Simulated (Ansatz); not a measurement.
**Property card for AgSnCl2**

Level of theory: Ansatz, DFT PBE, scalar-relativistic, plane waves, PAW.

Settings: cutoff 420 eV, Γ-centred mesh 12×12×6 on the computed 4-atom cell, Gaussian smearing of 0.10 eV; no spin polarisation.

The structure is relaxed at this level of theory with its symmetry kept, and needn't be the ground state of this composition.

```cif
data_structure
_symmetry_space_group_name_H-M 'P 1'
_symmetry_Int_Tables_number 1
_cell_length_a 3.6150
_cell_length_b 3.6150
_cell_length_c 8.4355
_cell_angle_alpha 90.000
_cell_angle_beta 90.000
_cell_angle_gamma 120.000
_cell_volume 95.47
loop_
_atom_site_label
_atom_site_type_symbol
_atom_site_fract_x
_atom_site_fract_y
_atom_site_fract_z
_atom_site_occupancy
Ag1 Ag 0.00000 0.00000 0.50000 1
Sn1 Sn 0.00000 0.00000 0.00000 1
Cl1 Cl 0.66667 0.33333 0.28686 1
Cl2 Cl 0.33333 0.66667 0.71314 1
```

Task: Formation energy from the elements' standard states (uncorrected)?

Result: -0.435 eV/atom.

Task: Kohn–Sham band gap?

Result: none (metal).

Task: Density of states at the Fermi level?

Result: 1.1 states/eV per cell.

Task: Orbital (Löwdin) character within 0.5 eV of the Fermi level?

Result: Sn 5p 61 %, Cl 3p 23 %.

Task: Bader charge by site (e)?

Result: Ag (1 in the cell) 0.58, Sn (1 in the cell) 0.67, Cl (2 in the cell) -0.62.

The cell was found from a structure generator's guess, not taken from experiment. Löwdin shares on free-atom orbitals overweight diffuse shells.
